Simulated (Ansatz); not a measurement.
The cell whose phonons are given is a generated cell of CsPbCl3: the first start was made by placing the elements on the sites of a structure type, and the end was not matched to a known phase here, so it may be hypothetical. Known forms of CsPbCl3 include space group No. 221.

Phonons of a relaxed structure of CsPbCl$_{3}$ by density-functional perturbation theory (low response-accuracy setting, no LO–TO term) at the zone centre. All values below come from PBEsol (plane waves to 420 eV, PAW, scalar-relativistic; Ansatz, a quantum-chemistry and plane-wave program). Γ-centred k-mesh 4×4×4, Fermi–Dirac smearing 0.05 eV.

```
CELL_PARAMETERS angstrom
      3.99146     2.30447     6.27265
     -3.99146     2.30447     6.27265
      0.00000    -4.60894     6.27265
ATOMIC_POSITIONS crystal
  Cs 0.25000 0.25000 0.25000
  Cs 0.75000 0.75000 0.75000
  Pb 0.00000 0.00000 0.00000
  Pb 0.50000 0.50000 0.50000
  Cl 0.68402 0.81598 0.25000
  Cl 0.25000 0.68402 0.81598
  Cl 0.81598 0.25000 0.68402
  Cl 0.31598 0.18402 0.75000
  Cl 0.75000 0.31598 0.18402
  Cl 0.18402 0.75000 0.31598
```

Space group R-3c (No. 167).

Problem. Is this structure dynamically stable at those wavevectors?

Solution. It is dynamically unstable: imaginary modes at Γ (24i cm⁻¹).

Problem. Give the phonon wavenumbers.

Solution. 
```
q                                                                                             wavenumbers (cm⁻¹; i marks imaginary)
-  --------------------------------------------------------------------------------------------------------------------------------
Γ  24i (×2), 18i, 0 (×3), 15, 20 (×2), 47, 49 (×2), 50 (×2), 75, 76 (×3), 78, 100, 102 (×2), 104 (×2), 115, 120 (×2), 204 (×2), 248
```

Problem. The atoms are displaced along the most unstable mode at Γ (one member of a degenerate set) (largest move 0.15 Å) and cell and atoms are relaxed. What results?

Solution. The pattern moves Cs by 0.28, Pb by 0.00, Cl by 1.00 (largest amplitude of each element, relative to the largest of all) and lowers the symmetry to P-1 (No. 2) in a cell of 10 atoms. On relaxation it does not go back: it reaches P-1 (No. 2) at a tolerance of 0.01 Å, C2/m (No. 12) at 0.1 Å, 0.002 eV/atom below the parent; volume -0.4 %; gap 2.12 → 2.14 eV (no spin-orbit coupling).

```cif
data_Cl6Cs2Pb2
_chemical_formula_sum 'Cs2 Pb2 Cl6'
_space_group_name_H-M_alt 'P-1'
_space_group_IT_number 2
_space_group_name_Hall '-P 1'
_cell_length_a 7.78248
_cell_length_b 7.81494
_cell_length_c 7.89035
_cell_angle_alpha 60.437
_cell_angle_beta 60.571
_cell_angle_gamma 89.885
loop_
_space_group_symop_operation_xyz
  'x, y, z'
  '-x, -y, -z'
loop_
_atom_site_label
_atom_site_type_symbol
_atom_site_symmetry_multiplicity
_atom_site_Wyckoff_symbol
_atom_site_fract_x
_atom_site_fract_y
_atom_site_fract_z
_atom_site_occupancy
Cs1 Cs 2 i 0.74046 0.23819 0.50028 1
Pb1 Pb 1 a 0.00000 0.00000 0.00000 1
Pb2 Pb 1 e 0.50000 0.50000 0.00000 1
Cl1 Cl 2 i 0.31247 0.19062 0.99738 1
Cl2 Cl 2 i 0.27026 0.22608 0.49999 1
Cl3 Cl 2 i 0.17356 0.67405 0.03056 1
```

No spin polarisation in the result.
